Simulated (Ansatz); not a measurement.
ZrCu: moving Cu off its site

ZrCu, Pm-3m, a = 3.253 Å (as given, not relaxed at this level: -3.1 GPa). The structure is a Materials Project entry; whether it is the stable form wasn't checked. Ansatz: PBEsol, PAW, 420 eV, Γ-centred 14×14×14 mesh on 2 atoms, Gaussian smearing 0.15 eV; no spin polarisation.

```yaml
crystal:
  lattice:
    - [3.25266, 0.00000, 0.00000]
    - [0.00000, 3.25266, 0.00000]
    - [0.00000, 0.00000, 3.25266]
  atoms:
    - { symbol: Zr, position: [0.50000, 0.50000, 0.50000] }
    - { symbol: Cu, position: [0.00000, 0.00000, 0.00000] }
```

Atom 2 (Cu) moves by x along the unit vector (0.000, 1.000, 0.000), with its periodic images; all else is held. y is the free energy of the cell over the start, F the force along the path summed over the moved atoms. Symmetry makes y even in x.

```tsv
x (Å)	y (meV)	F (eV/Å)
-0.3000	?	?
-0.1500	34.5	0.46
0.0000	0.0	0.00
0.0750	8.7	-0.23
0.1125	19.5	-0.34
0.1875	53.9	-0.57
0.2250	77.7	-0.70
0.2625	106.2	-0.83
```

**Question.** Fit y = c2 x² + c4 x⁴ to the energies of the other rows, give the force constant, and predict energy and force of the missing row.

**Answer.** Least squares on the rows shown. y = 1528 x² + 175.5 x⁴. The force constant is 2 c2 = 3.06 eV/Å², for the cell as given, at -3.1 GPa (for all images moving together, not for a lone atom). With two atoms in a cubic cell this is the optical mode at Γ (in a metal it hangs on mesh and smearing): ω = 521.5 √(2 c2/μ) = 149 cm⁻¹ for μ = 37.46 u. The force −dy/dx at the missing row is 0.94 eV/Å (computed 0.97). At x = -0.3000 the fit asked for gives 138.9 meV. The run gave 139.8 meV, so the fit is 0.9 meV too low, a small miss on the scale of the series.